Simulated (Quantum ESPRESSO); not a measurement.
Kohn-Sham bands of Mo (bcc (W type))

```xyz
1
Lattice="-1.5838 1.5838 1.5838 1.5838 -1.5838 1.5838 1.5838 1.5838 -1.5838" Properties=species:S:1:pos:R:3 pbc="T T T"
Mo     0.0000     0.0000     0.0000
```

Cell from Materials Project (mp-129), symmetrised, no further relaxation. This is the element's usual structure. Method: PBEsol plane waves in Quantum ESPRESSO 7.5 (PseudoDojo norm-conserving files, 64 Ry, no spin polarisation, no spin-orbit coupling), Bloch states on a 12×12×12 mesh through Γ, Wannier90 4.0.1. Density: 18×18×18 mesh, cold smearing 0.01 Ry.

Question: List the Kohn-Sham levels between −8 and 3.0 eV relative to the Fermi level at the high-symmetry points, as a band run of pw.x on that density gives them (levels within 2 meV counted together).

Answer: 
```json
[
 {"point": "Γ", "k (reciprocal lattice)": "0.000 0.000 0.000", "levels (eV)": "-7.23, -1.35 (×3), 1.60 (×2)"},
 {"point": "H", "k (reciprocal lattice)": "0.500 -0.500 0.500", "levels (eV)": "-5.35 (×2)"},
 {"point": "N", "k (reciprocal lattice)": "0.000 0.000 0.500", "levels (eV)": "-5.26, -3.34, 1.53, 1.63, 2.24"},
 {"point": "P", "k (reciprocal lattice)": "0.250 0.250 0.250", "levels (eV)": "-2.61 (×3), 2.36 (×2)"}
]
```
